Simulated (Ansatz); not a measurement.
**Co4Ge: changing the functional**

Space group R-3m:H (No. 166). a = 2.625 Å, b = 2.625 Å, c = 29.588 Å, α = 90.00°, β = 90.00°, γ = 120.00°
```csv
atom,site,symmetry,x,y,z
Ge,3a,-3m,0.0000,0.0000,0.0000
Co,6c,3m,0.6667,0.3333,0.9322
Co,6c,3m,0.3333,0.6667,0.8670
```

The cell comes from a database or a generator and needn't be the stable form of this composition.

Kept alike: task band structure; k mesh 12 × 12 × 12; occupations fermi-dirac, width 0.05 eV; collinear spin, ferromagnetic start. Program: Ansatz, Ansatz PAW. Cutoffs run from 420 to 500 eV. The mesh is that of the run's cell of 5 atoms. No spin-orbit coupling.

| run | pressure (GPa) | largest site moment (μB) |
| --- | --- | --- |
| A | 4.81 | 1.81 |
| B | -0.07 | 1.79 |
| C | -15.13 | 1.73 |
| D | 3.46 | 1.80 |
| E | 8.96 | 1.75 |
| F | -8.63 | 1.78 |
| G | -1.53 | 2.05 |

Pressure is positive in compression, with a Pulay correction for the finite cutoff. For a metal such a mesh leaves the last digits unconverged. The runs hold the magnetic state that their start led to, which needn't be the lowest. Site moments count inside each atom's sphere or projector. All rows use potentials made for PBE.

Task: The runs differ in the functional (and the cutoff that goes with it) alone: BLYP; LDA; PBE; PBEsol; RPBE; r2SCAN; revPBE. Which run is which?

Result: Run A is RPBE; run B is PBE; run C is LDA; run D is revPBE; run E is BLYP; run F is PBEsol; run G is r2SCAN. The pressure runs from -15.13 (LDA) to 8.96 GPa (BLYP). From PBE: BLYP +9.03; LDA -15.06; PBEsol -8.56; RPBE +4.88; r2SCAN -1.46; revPBE +3.53. The largest site moment runs from 1.73 (LDA) to 2.05 μB (r2SCAN). From PBE: BLYP -0.04; LDA -0.06; PBEsol -0.01; RPBE +0.02; r2SCAN +0.26; revPBE +0.01.
